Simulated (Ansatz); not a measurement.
A relaxation computed with Ansatz, from input to last step.

```yaml
crystal:
  lattice:
    - [4.1220340835, 0.0, 0.0]
    - [0.0, 4.1220340835, 0.0]
    - [0.0, 0.0, 4.1220340835]
  atoms:
    - { symbol: Sr, position: [0.0, 0.0, 0.0] }
    - { symbol: Mn, position: [0.0, 0.5, 0.5], spin: 3.73 }
    - { symbol: Mn, position: [0.5, 0.0, 0.5], spin: 3.73 }
    - { symbol: Mn, position: [0.5, 0.5, 0.0], spin: 3.73 }
basis:
  ecutwfc: 420
kpoints:
  mp_grid: { grid: [4, 4, 4] }
hamiltonian:
  xc: pbe
scf:
  occupations: { method: gaussian, width: 0.1 }
  lower_state_search: "off"
output:
  forces: true
  stress: true
  eigenvalues: true
  populations: true
magnetization:
  spin_polarized: true
relax:
  adjacent_minimum: "off"
  f_tol: 0.04
  max_steps: 70
  cell: { stress_tol: 0.4 }
```

```bash
ansatz run input.yaml --threads 1 --pin off --max-ram 2560MiB --backend cpu --events-out ev --progress --plain --runs-dir out
```

All numbers below come from DFT PBE, scalar-relativistic, plane waves, PAW in Ansatz.

Of 4 frames 4 are shown, positions in Å and forces in eV/Å; the SCF threshold varies from step to step. Steps run on the plane waves of an earlier cell, with a Pulay correction in the pressure. The basis is chosen afresh for the last frame, the zero of the energies, and at times for earlier ones too; energy and pressure step there, also at an unchanged geometry.

```xyz
4
Lattice="4.1220 0.0000 0.0000 0.0000 4.1220 0.0000 0.0000 0.0000 4.1220" Properties=species:S:1:pos:R:3:forces:R:3 pbc="T T T" step=1 free_energy_over_end_meV_per_atom=39.88 pressure_GPa=6.63
Sr    0.0000    0.0000    0.0000    0.0000    0.0000    0.0000
Mn    0.0000    2.0610    2.0610    0.0000    0.0000    0.0000
Mn    2.0610    0.0000    2.0610    0.0000    0.0000    0.0000
Mn    2.0610    2.0610    0.0000    0.0000    0.0000    0.0000
4
Lattice="4.3170 0.0000 0.0000 0.0000 4.3170 0.0000 0.0000 0.0000 4.3170" Properties=species:S:1:pos:R:3:forces:R:3 pbc="T T T" step=2 free_energy_over_end_meV_per_atom=3.48 pressure_GPa=-1.50
Sr    0.0000    0.0000    0.0000    0.0000    0.0000    0.0000
Mn    0.0000    2.1585    2.1585    0.0000    0.0000    0.0000
Mn    2.1585    0.0000    2.1585    0.0000    0.0000    0.0000
Mn    2.1585    2.1585    0.0000    0.0000    0.0000    0.0000
4
Lattice="4.2783 0.0000 0.0000 0.0000 4.2783 0.0000 0.0000 0.0000 4.2783" Properties=species:S:1:pos:R:3:forces:R:3 pbc="T T T" step=3 free_energy_over_end_meV_per_atom=0.48 pressure_GPa=-0.19
Sr    0.0000    0.0000    0.0000    0.0000    0.0000    0.0000
Mn    0.0000    2.1391    2.1391    0.0000    0.0000    0.0000
Mn    2.1391    0.0000    2.1391    0.0000    0.0000    0.0000
Mn    2.1391    2.1391    0.0000    0.0000    0.0000    0.0000
4
Lattice="4.2783 0.0000 0.0000 0.0000 4.2783 0.0000 0.0000 0.0000 4.2783" Properties=species:S:1:pos:R:3:forces:R:3 pbc="T T T" step=4 free_energy_over_end_meV_per_atom=0.00 pressure_GPa=-0.17
Sr    0.0000    0.0000    0.0000    0.0000    0.0000    0.0000
Mn    0.0000    2.1391    2.1391    0.0000    0.0000    0.0000
Mn    2.1391    0.0000    2.1391    0.0000    0.0000    0.0000
Mn    2.1391    2.1391    0.0000    0.0000    0.0000    0.0000
```

The start puts this composition into another compound's structure type, which needn't suit it. At the end the space group is Pm-3m (tolerance 0.05 Å).

It took 8.6 s on 1 thread of AMD EPYC 9B14 (Zen 4), with other jobs on the host, peak memory 0.43 GiB.

The k mesh is coarse. Only parallel moments were tried here.